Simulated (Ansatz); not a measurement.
A relaxation computed with Ansatz, from input to last step.

```yaml
crystal:
  lattice:
    - [-6.4313902749, 6.4313902749, 2.5900510282]
    - [6.4313902749, -6.4313902749, 2.5900510282]
    - [6.4313902749, 6.4313902749, -2.5900510282]
  atoms:
    - { symbol: Si, position: [0.2101596134, 0.3812648828, 0.5914244962] }
    - { symbol: Si, position: [0.3812648828, 0.7898403866, 0.1711052694] }
    - { symbol: Si, position: [0.6187351172, 0.2101596134, 0.8288947306] }
    - { symbol: Si, position: [0.7898403866, 0.3812648828, 0.1711052694] }
    - { symbol: Si, position: [0.2101596134, 0.6187351172, 0.8288947306] }
    - { symbol: Si, position: [0.7898403866, 0.6187351172, 0.4085755038] }
    - { symbol: Si, position: [0.3812648828, 0.2101596134, 0.5914244962] }
    - { symbol: Si, position: [0.6187351172, 0.7898403866, 0.4085755038] }
    - { symbol: O, position: [0.8927359016, 0.1072640984, 0.5] }
    - { symbol: O, position: [0.1072640984, 0.6072640984, 0.2145281968] }
    - { symbol: O, position: [0.3927359016, 0.8927359016, 0.7854718032] }
    - { symbol: O, position: [0.6072640984, 0.3927359016, 0.5] }
    - { symbol: O, position: [0.1072640984, 0.8927359016, 0.5] }
    - { symbol: O, position: [0.8927359016, 0.3927359016, 0.7854718032] }
    - { symbol: O, position: [0.6072640984, 0.1072640984, 0.2145281968] }
    - { symbol: O, position: [0.3927359016, 0.6072640984, 0.5] }
    - { symbol: O, position: [0.2430949025, 0.5, 0.7430949025] }
    - { symbol: O, position: [0.5, 0.7569050975, 0.2569050975] }
    - { symbol: O, position: [0.5, 0.2430949025, 0.7430949025] }
    - { symbol: O, position: [0.7569050975, 0.5, 0.2569050975] }
    - { symbol: O, position: [0.3132954447, 0.3132954447, 0.6265908894] }
    - { symbol: O, position: [0.3132954447, 0.6867045553, 0.0] }
    - { symbol: O, position: [0.6867045553, 0.3132954447, 0.0] }
    - { symbol: O, position: [0.6867045553, 0.6867045553, 0.3734091106] }
basis:
  ecutwfc: 420
kpoints:
  mp_grid: { grid: [6, 6, 6] }
hamiltonian:
  xc: lda
scf:
  occupations: { method: gaussian, width: 0.02 }
output:
  forces: true
  stress: true
  eigenvalues: true
relax:
  adjacent_minimum: "off"
  f_tol: 0.01
  max_steps: 30
  cell: { stress_tol: 0.1, fix: [volume] }
```

```bash
ansatz run input.yaml --threads 4 --pin off --max-ram 10240MiB --backend cpu --events-out ev --progress --plain --runs-dir out
```

Theory: Ansatz, DFT LDA, scalar-relativistic, plane waves, PAW.

The volume is held at 0.97 times that of the relaxed cell.

Of 7 frames 6 are shown, positions in Å and forces in eV/Å; the SCF threshold varies from step to step. Steps run on the plane waves of an earlier cell, with a Pulay correction in the pressure. The basis is chosen afresh for the last frame, the zero of the energies, and at times for earlier ones too; energy and pressure step there, also at an unchanged geometry.

```xyz
24
Lattice="-6.4314 6.4314 2.5901 6.4314 -6.4314 2.5901 6.4314 6.4314 -2.5901" Properties=species:S:1:pos:R:3:forces:R:3 pbc="T T T" step=1 free_energy_over_end_meV_per_atom=5.65 pressure_GPa=4.39
Si    4.9041    2.7032    0.0000    0.0437   -0.0008    0.0000
Si    3.7282   -1.5273    2.5901    0.0008    0.0437    0.0000
Si    2.7032    7.9587    0.0000   -0.0008   -0.0437    0.0000
Si   -1.5273    3.7282    2.5901    0.0437    0.0008    0.0000
Si    7.9587    2.7032    0.0000   -0.0437   -0.0008    0.0000
Si    1.5273    3.7282    2.5901   -0.0437    0.0008    0.0000
Si    2.7032    4.9041    0.0000   -0.0008    0.0437    0.0000
Si    3.7282    1.5273    2.5901    0.0008   -0.0437    0.0000
O    -1.8360    8.2674    1.2950    0.2020   -0.2020    0.0000
O     4.5954   -1.8360    1.2950    0.2020    0.2020    0.0000
O     8.2674    1.8360    1.2950   -0.2020   -0.2020    0.0000
O     1.8360    4.5954    1.2950   -0.2020    0.2020    0.0000
O     8.2674   -1.8360    1.2950   -0.2020    0.2020    0.0000
O     1.8360    8.2674    1.2950   -0.2020   -0.2020    0.0000
O    -1.8360    4.5954    1.2950    0.2020    0.2020    0.0000
O     4.5954    1.8360    1.2950    0.2020   -0.2020    0.0000
O     6.4314    3.1269    0.0000    0.0000    0.3213    0.0000
O     3.3045    0.0000    2.5901   -0.3213    0.0000    0.0000
O     3.1269    6.4314    0.0000    0.3213    0.0000    0.0000
O     0.0000    3.3045    2.5901    0.0000   -0.3213    0.0000
O     4.0299    4.0299    0.0000    0.1475    0.1475    0.0000
O     2.4015   -2.4015    2.5901   -0.1475    0.1475    0.0000
O    -2.4015    2.4015    2.5901    0.1475   -0.1475    0.0000
O     2.4015    2.4015    2.5901   -0.1475   -0.1475    0.0000
24
Lattice="-6.4302 6.4302 2.5910 6.4302 -6.4302 2.5910 6.4302 6.4302 -2.5910" Properties=species:S:1:pos:R:3:forces:R:3 pbc="T T T" step=2 free_energy_over_end_meV_per_atom=4.68 pressure_GPa=4.07
Si    4.9052    2.7016    0.0000   -0.0289   -0.0123    0.0000
Si    3.7287   -1.5250    2.5910    0.0123   -0.0289    0.0000
Si    2.7016    7.9552    0.0000   -0.0123    0.0289    0.0000
Si   -1.5250    3.7287    2.5910   -0.0289    0.0123    0.0000
Si    7.9552    2.7016    0.0000    0.0289   -0.0123    0.0000
Si    1.5250    3.7287    2.5910    0.0289    0.0123    0.0000
Si    2.7016    4.9052    0.0000   -0.0123   -0.0289    0.0000
Si    3.7287    1.5250    2.5910    0.0123    0.0289    0.0000
O    -1.8305    8.2607    1.2955    0.1666   -0.1666    0.0000
O     4.5997   -1.8305    1.2955    0.1666    0.1666    0.0000
O     8.2607    1.8305    1.2955   -0.1666   -0.1666    0.0000
O     1.8305    4.5997    1.2955   -0.1666    0.1666    0.0000
O     8.2607   -1.8305    1.2955   -0.1666    0.1666    0.0000
O     1.8305    8.2607    1.2955   -0.1666   -0.1666    0.0000
O    -1.8305    4.5997    1.2955    0.1666    0.1666    0.0000
O     4.5997    1.8305    1.2955    0.1666   -0.1666    0.0000
O     6.4302    3.1325    0.0000    0.0000    0.3083    0.0000
O     3.2977    0.0000    2.5910   -0.3083    0.0000    0.0000
O     3.1325    6.4302    0.0000    0.3083    0.0000    0.0000
O     0.0000    3.2977    2.5910    0.0000   -0.3083    0.0000
O     4.0294    4.0294    0.0000    0.1002    0.1002    0.0000
O     2.4008   -2.4008    2.5910   -0.1002    0.1002    0.0000
O    -2.4008    2.4008    2.5910    0.1002   -0.1002    0.0000
O     2.4008    2.4008    2.5910   -0.1002   -0.1002    0.0000
24
Lattice="-6.4315 6.4315 2.5899 6.4315 -6.4315 2.5899 6.4315 6.4315 -2.5899" Properties=species:S:1:pos:R:3:forces:R:3 pbc="T T T" step=3 free_energy_over_end_meV_per_atom=1.93 pressure_GPa=1.83
Si    4.9110    2.6950    0.0000    0.2534    0.0274    0.0000
Si    3.7365   -1.5205    2.5899   -0.0274    0.2534    0.0000
Si    2.6950    7.9521    0.0000    0.0274   -0.2534    0.0000
Si   -1.5205    3.7365    2.5899    0.2534   -0.0274    0.0000
Si    7.9521    2.6950    0.0000   -0.2534    0.0274    0.0000
Si    1.5205    3.7365    2.5899   -0.2534   -0.0274    0.0000
Si    2.6950    4.9110    0.0000    0.0274    0.2534    0.0000
Si    3.7365    1.5205    2.5899   -0.0274   -0.2534    0.0000
O    -1.7977    8.2292    1.2950   -0.0373    0.0373    0.0000
O     4.6339   -1.7977    1.2950   -0.0373   -0.0373    0.0000
O     8.2292    1.7977    1.2950    0.0373    0.0373    0.0000
O     1.7977    4.6339    1.2950    0.0373   -0.0373    0.0000
O     8.2292   -1.7977    1.2950    0.0373   -0.0373    0.0000
O     1.7977    8.2292    1.2950    0.0373    0.0373    0.0000
O    -1.7977    4.6339    1.2950   -0.0373   -0.0373    0.0000
O     4.6339    1.7977    1.2950   -0.0373    0.0373    0.0000
O     6.4315    3.1892    0.0000    0.0000   -0.0967    0.0000
O     3.2424    0.0000    2.5899    0.0967    0.0000    0.0000
O     3.1892    6.4315    0.0000   -0.0967    0.0000    0.0000
O     0.0000    3.2424    2.5899    0.0000    0.0967    0.0000
O     4.0237    4.0237    0.0000   -0.1628   -0.1628    0.0000
O     2.4078   -2.4078    2.5899    0.1628   -0.1628    0.0000
O    -2.4078    2.4078    2.5899   -0.1628    0.1628    0.0000
O     2.4078    2.4078    2.5899    0.1628    0.1628    0.0000
24
Lattice="-6.4103 6.4103 2.6071 6.4103 -6.4103 2.6071 6.4103 6.4103 -2.6071" Properties=species:S:1:pos:R:3:forces:R:3 pbc="T T T" step=4 free_energy_over_end_meV_per_atom=0.17 pressure_GPa=0.97
Si    4.9025    2.6619    0.0000   -0.0879    0.0517    0.0000
Si    3.7484   -1.5078    2.6071   -0.0517   -0.0879    0.0000
Si    2.6619    7.9181    0.0000    0.0517    0.0879    0.0000
Si   -1.5078    3.7484    2.6071   -0.0879   -0.0517    0.0000
Si    7.9181    2.6619    0.0000    0.0879    0.0517    0.0000
Si    1.5078    3.7484    2.6071    0.0879   -0.0517    0.0000
Si    2.6619    4.9025    0.0000    0.0517   -0.0879    0.0000
Si    3.7484    1.5078    2.6071   -0.0517    0.0879    0.0000
O    -1.7648    8.1751    1.3036    0.0356   -0.0356    0.0000
O     4.6455   -1.7648    1.3036    0.0356    0.0356    0.0000
O     8.1751    1.7648    1.3036   -0.0356   -0.0356    0.0000
O     1.7648    4.6455    1.3036   -0.0356    0.0356    0.0000
O     8.1751   -1.7648    1.3036   -0.0356    0.0356    0.0000
O     1.7648    8.1751    1.3036   -0.0356   -0.0356    0.0000
O    -1.7648    4.6455    1.3036    0.0356    0.0356    0.0000
O     4.6455    1.7648    1.3036    0.0356   -0.0356    0.0000
O     6.4103    3.2022    0.0000    0.0000   -0.0804    0.0000
O     3.2081    0.0000    2.6071    0.0804    0.0000    0.0000
O     3.2022    6.4103    0.0000   -0.0804    0.0000    0.0000
O     0.0000    3.2081    2.6071    0.0000    0.0804    0.0000
O     3.9384    3.9384    0.0000   -0.0053   -0.0053    0.0000
O     2.4720   -2.4720    2.6071    0.0053   -0.0053    0.0000
O    -2.4720    2.4720    2.6071   -0.0053    0.0053    0.0000
O     2.4720    2.4720    2.6071    0.0053    0.0053    0.0000
24
Lattice="-6.4103 6.4103 2.6071 6.4103 -6.4103 2.6071 6.4103 6.4103 -2.6071" Properties=species:S:1:pos:R:3:forces:R:3 pbc="T T T" step=5 free_energy_over_end_meV_per_atom=0.05 pressure_GPa=1.03
Si    4.9001    2.6600    0.0000    0.0062   -0.0134    0.0000
Si    3.7503   -1.5102    2.6071    0.0134    0.0062    0.0000
Si    2.6600    7.9205    0.0000   -0.0134   -0.0062    0.0000
Si   -1.5102    3.7503    2.6071    0.0062    0.0134    0.0000
Si    7.9205    2.6600    0.0000   -0.0062   -0.0134    0.0000
Si    1.5102    3.7503    2.6071   -0.0062    0.0134    0.0000
Si    2.6600    4.9001    0.0000   -0.0134    0.0062    0.0000
Si    3.7503    1.5102    2.6071    0.0134   -0.0062    0.0000
O    -1.7611    8.1715    1.3036   -0.0038    0.0038    0.0000
O     4.6492   -1.7611    1.3036   -0.0038   -0.0038    0.0000
O     8.1715    1.7611    1.3036    0.0038    0.0038    0.0000
O     1.7611    4.6492    1.3036    0.0038   -0.0038    0.0000
O     8.1715   -1.7611    1.3036    0.0038   -0.0038    0.0000
O     1.7611    8.1715    1.3036    0.0038    0.0038    0.0000
O    -1.7611    4.6492    1.3036   -0.0038   -0.0038    0.0000
O     4.6492    1.7611    1.3036   -0.0038    0.0038    0.0000
O     6.4103    3.1925    0.0000    0.0000    0.0060    0.0000
O     3.2179    0.0000    2.6071   -0.0060    0.0000    0.0000
O     3.1925    6.4103    0.0000    0.0060    0.0000    0.0000
O     0.0000    3.2179    2.6071    0.0000   -0.0060    0.0000
O     3.9351    3.9351    0.0000    0.0021    0.0021    0.0000
O     2.4752   -2.4752    2.6071   -0.0021    0.0021    0.0000
O    -2.4752    2.4752    2.6071    0.0021   -0.0021    0.0000
O     2.4752    2.4752    2.6071   -0.0021   -0.0021    0.0000
24
Lattice="-6.4099 6.4099 2.6074 6.4099 -6.4099 2.6074 6.4099 6.4099 -2.6074" Properties=species:S:1:pos:R:3:forces:R:3 pbc="T T T" step=7 free_energy_over_end_meV_per_atom=0.00 pressure_GPa=1.03
Si    4.8999    2.6596    0.0000    0.0009    0.0016    0.0000
Si    3.7504   -1.5100    2.6074   -0.0016    0.0009    0.0000
Si    2.6596    7.9199    0.0000    0.0016   -0.0009    0.0000
Si   -1.5100    3.7504    2.6074    0.0009   -0.0016    0.0000
Si    7.9199    2.6596    0.0000   -0.0009    0.0016    0.0000
Si    1.5100    3.7504    2.6074   -0.0009   -0.0016    0.0000
Si    2.6596    4.8999    0.0000    0.0016    0.0009    0.0000
Si    3.7504    1.5100    2.6074   -0.0016   -0.0009    0.0000
O    -1.7611    8.1710    1.3037    0.0003   -0.0003    0.0000
O     4.6488   -1.7611    1.3037    0.0003    0.0003    0.0000
O     8.1710    1.7611    1.3037   -0.0003   -0.0003    0.0000
O     1.7611    4.6488    1.3037   -0.0003    0.0003    0.0000
O     8.1710   -1.7611    1.3037   -0.0003    0.0003    0.0000
O     1.7611    8.1710    1.3037   -0.0003   -0.0003    0.0000
O    -1.7611    4.6488    1.3037    0.0003    0.0003    0.0000
O     4.6488    1.7611    1.3037    0.0003   -0.0003    0.0000
O     6.4099    3.1926    0.0000    0.0000   -0.0002    0.0000
O     3.2173    0.0000    2.6074    0.0002    0.0000    0.0000
O     3.1926    6.4099    0.0000   -0.0002    0.0000    0.0000
O     0.0000    3.2173    2.6074    0.0000    0.0002    0.0000
O     3.9349    3.9349    0.0000   -0.0004   -0.0004    0.0000
O     2.4750   -2.4750    2.6074    0.0004   -0.0004    0.0000
O    -2.4750    2.4750    2.6074   -0.0004    0.0004    0.0000
O     2.4750    2.4750    2.6074    0.0004    0.0004    0.0000
```

It took 3.3 min on 4 threads of Intel(R) Xeon(R) Processor @ 2.70GHz, on a shared host, peak memory 1.7 GiB.